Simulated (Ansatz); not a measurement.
CoSi$_{2}$ in space group P6/mmm (No. 191; Co on 1a, Si on 2d) under volume change, plane-wave PAW PBEsol (Ansatz code), shape and atoms relaxed at each volume.

```json
[
 {"V (Å³/atom)": "11.044", "E − E(relaxed) (meV/atom)": "59.5", "P (GPa)": "19.00"},
 {"V (Å³/atom)": "11.408", "E − E(relaxed) (meV/atom)": "24.9", "P (GPa)": "11.61"},
 {"V (Å³/atom)": "11.772", "E − E(relaxed) (meV/atom)": "5.9", "P (GPa)": "5.32"},
 {"V (Å³/atom)": "12.136", "E − E(relaxed) (meV/atom)": "0.0", "P (GPa)": "0.00"},
 {"V (Å³/atom)": "12.500", "E − E(relaxed) (meV/atom)": "5.3", "P (GPa)": "-4.50"},
 {"V (Å³/atom)": "12.864", "E − E(relaxed) (meV/atom)": "19.9", "P (GPa)": "-8.30"},
 {"V (Å³/atom)": "13.229", "E − E(relaxed) (meV/atom)": "42.5", "P (GPa)": "-11.49"}
]
```

Problem. What does a third-order Birch–Murnaghan fit give for V₀, B₀ and B′?

Solution. V₀ = 12.14 Å³/atom, B₀ = 162 GPa, B′ = 4.5.

A made-up cell: these elements were put on the sites of a structure type; neither database checked (COD, Materials Project) lists it. It is not the phase usual at ambient conditions (space group No. 225). Symmetry was held in the PBEsol relaxation. At this level the phase is dynamically unstable (imaginary phonons). The workflow began spin-polarised and lost its moments. The cell computed holds one magnetic atom, so no antiferromagnetic order was within reach.

Potentials: the earlier of the program's two PAW sets. The files were generated under PBE; for other functionals the program regenerates the frozen cores, and for LDA and PBEsol the local potential too.
